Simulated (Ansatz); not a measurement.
The start is a generated cell, TaAs placed in the MnP structure type. Cell shape, volume and atoms are optimised at zero target pressure with r2SCAN (plane waves to 500 eV, PAW, scalar-relativistic; Ansatz, a program for electronic structure). First-step values are on the input's coarse k-mesh.

Ansatz input (later rounds restart from its end on a renewed k-mesh):
Ansatz 0.2 input:
```yaml
crystal:
  lattice:
    - [6.009777, 0, 0]
    - [0, 3.646271, 0]
    - [0, 0, 6.768337]
  atoms:
    - { symbol: Ta, position: [0.5056, 0.25, 0.6952] }
    - { symbol: Ta, position: [0.0056, 0.25, 0.8048] }
    - { symbol: Ta, position: [0.4944, 0.75, 0.3048] }
    - { symbol: Ta, position: [0.9944, 0.75, 0.1952] }
    - { symbol: As, position: [0.6879, 0.25, 0.0696] }
    - { symbol: As, position: [0.1879, 0.25, 0.4304] }
    - { symbol: As, position: [0.3121, 0.75, 0.9304] }
    - { symbol: As, position: [0.8121, 0.75, 0.5696] }
basis: { ecutwfc: 500, ecutrho_ratio: 4, xc_grid: 4, fft_grid_basis: typed }
kpoints: { mp_grid: { grid: [4, 6, 4] } }
hamiltonian:
  xc: r2scan
  dispersion: none
  pseudopotentials: { kind: paw }
scf: { occupations: { method: fermi_dirac, width: 0.05 } }
relax: { f_tol: 0.01, max_steps: 100, cell: { stress_tol: 0.02 } }
output: { forces: true, stress: true }
```

Initial pressure: -8 GPa (negative: the cell is under tension)
Outcome: The space group stays Pnma (No. 62) (the run could not lower it); the end is AFLOW prototype AB_oP8_62_c_c (B31, as in MnP), with 8 atoms in the primitive cell
Volume change: -4.1 %, from 18.54 to 17.78 Å³/atom
Shortest distances (start → end): The closest pairs of elements (up to four, under 3.6 Å), start → end: As–Ta 2.62 → 2.57 Å; Ta–Ta 3.10 → 2.95 Å; As–As 3.05 → 3.18 Å
Band gap at the end: zero (metallic)
Optimiser moves: 11

Relaxed structure:

Space group Pnma (No. 62); a = 6.257 Å, b = 3.509 Å, c = 6.479 Å, α = β = γ = 90.00°

| atom | site | symmetry | x | y | z |
|---|---|---|---|---|---|
| Ta | 4c | .m. | 0.0063 | 0.2500 | 0.1832 |
| As | 4c | .m. | 0.1964 | 0.2500 | 0.5766 |

Final values are on a 8×13×7 k-mesh of the relaxed cell. No spin polarisation in the result.

The run could not lose the symmetry of its start; a randomly shaken copy of 8 atoms returns to this structure.

The relaxed structure here is a generated cell of TaAs: the first start was made by placing the elements on the sites of a structure type, and the end was not matched to a known phase here, so it may be hypothetical. Known forms of TaAs include space group No. 109.
